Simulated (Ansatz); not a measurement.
I:
```
CELL_PARAMETERS angstrom
      0.00000     2.59561     2.59561
      2.59561     0.00000     2.59561
      2.59561     2.59561     0.00000
ATOMIC_POSITIONS crystal
  I  0.00000 0.00000 0.00000
```

Relaxed with PBE. Special points in fractions of this cell's reciprocal vectors: Γ (0.000, 0.000, 0.000); X (0.500, 0.000, 0.500); U (0.625, 0.250, 0.625); K (0.375, 0.375, 0.750); L (0.500, 0.500, 0.500); W (0.500, 0.250, 0.750).

Task: List the band energies nearest the Fermi level at these points for DFT-PBE in the program Ansatz with PAW potentials.

Result: In eV from the Fermi level; about four levels below and three above (degenerate sets whole), none deeper than 8.9 eV; … stands for higher levels left out; points with the same levels are listed once.

```json
[
 {"k": "Γ", "below": "–", "above": "1.00 1.00 1.00"},
 {"k": "X", "below": "-4.09 -1.15 -1.15", "above": "…"},
 {"k": "U", "below": "-3.50 -2.74 -0.73", "above": "…"},
 {"k": "L", "below": "-4.55", "above": "0.27 0.27 …"},
 {"k": "W", "below": "-2.96 -2.96 -1.70", "above": "…"}
]
```

Space group Fm-3m (fcc (Cu type)). The cell is a constructed one: a structure type filled with these elements; neither database checked (COD, Materials Project) lists it. It is not the phase usual at ambient conditions (space group No. 64). Symmetry was held in the PBE relaxation; its stability against distortions is not shown here. With an odd number of electrons in the cell and no spin polarisation, the count alone makes it a metal. Spin–orbit coupling is left out wherever it is not named.

Potentials: the later of the program's two PAW sets.
